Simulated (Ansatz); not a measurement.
**ZrVSi under pressure**

The calculation used DFT PBEsol, scalar-relativistic, plane waves, PAW (Ansatz). (420 eV cutoff, 10×10×6 k-mesh, Gaussian smearing of 0.10 eV, no spin polarisation)

Starting point, cell and atoms relaxed:

```yaml
crystal:
  lattice:
    - [3.64906, 0.00000, 0.00000]
    - [0.00000, 3.64906, 0.00000]
    - [0.00000, 0.00000, 7.17755]
  atoms:
    - { symbol: Zr, position: [0.50000, 0.00000, 0.64093] }
    - { symbol: Zr, position: [0.00000, 0.50000, 0.35907] }
    - { symbol: V, position: [0.00000, 0.00000, 0.00000] }
    - { symbol: V, position: [0.50000, 0.50000, 0.00000] }
    - { symbol: Si, position: [0.50000, 0.00000, 0.24552] }
    - { symbol: Si, position: [0.00000, 0.50000, 0.75448] }
```

Cell and atoms are relaxed at each pressure within the symmetry of the start, at zero temperature, so transitions that lower the symmetry aren't seen. The k-mesh given is that at zero pressure and may differ at others. a, b and c are the lengths of the cell vectors above.

```
P (GPa) V (Å³/atom) V/V0  a (Å) b (Å) c (Å)
     -2        16.13  1.012  3.665  3.665  7.205
      0        15.93  1.000  3.649  3.649  7.178
      2        15.74  0.988  3.634  3.634  7.151
      5        15.48  0.972  3.613  3.613  7.116
     10        15.09  0.947  3.581  3.581  7.060
     20        14.42  0.906  3.525  3.525  6.965
     40        13.42  0.842  3.437  3.437  6.815
```

Question: What bulk modulus and pressure derivative fit these points?

Answer: A third-order Birch–Murnaghan fit gives B0 = 166 GPa and B0' = 3.9.

Question: Which cell vector or vectors give way most up to 40 GPa?

Answer: a and b: the changes are a -5.8 %, b -5.8 %, c -5.0 %.